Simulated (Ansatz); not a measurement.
InP:
```
CELL_PARAMETERS angstrom
      0.00000     2.97979     2.97979
      2.97979     0.00000     2.97979
      2.97979     2.97979     0.00000
ATOMIC_POSITIONS crystal
  In 0.00000 0.00000 0.00000
  P  0.75000 0.75000 0.75000
```

Relaxed with DFT-PBE in the program Ansatz with PAW potentials. Indices refer to the conventional cell of F-43m, a = b = c = 5.9596 Å, α = β = γ = 90.00°.

Question: Simulate the powder diffraction pattern (Cu Kα, λ = 1.54184 Å; lines above 1 %) up to 2θ = 90°.

Answer: Simulated powder pattern, Cu Kα, λ = 1.54184 Å (kinematic, ideal powder, no thermal factors, no anomalous dispersion; the 30 strongest lines at most, above 1 %, up to 2θ = 90°):

| 2θ (°) | d (Å) | I/Imax (%) | hkl |
|---|---|---|---|
| 25.89 | 3.441 | 100 | (111) |
| 29.99 | 2.980 | 26 | (200) |
| 42.92 | 2.107 | 56 | (220) |
| 50.81 | 1.797 | 46 | (311) |
| 53.24 | 1.720 | 6.9 | (222) |
| 62.32 | 1.490 | 8.9 | (400) |
| 68.65 | 1.367 | 18 | (331) |
| 70.69 | 1.333 | 8.5 | (420) |
| 78.65 | 1.216 | 18 | (422) |
| 84.47 | 1.147 | 14 | (511)+(333) |

The PBE relaxation kept the symmetry of its start.

Potentials: the earlier of the program's two PAW sets.
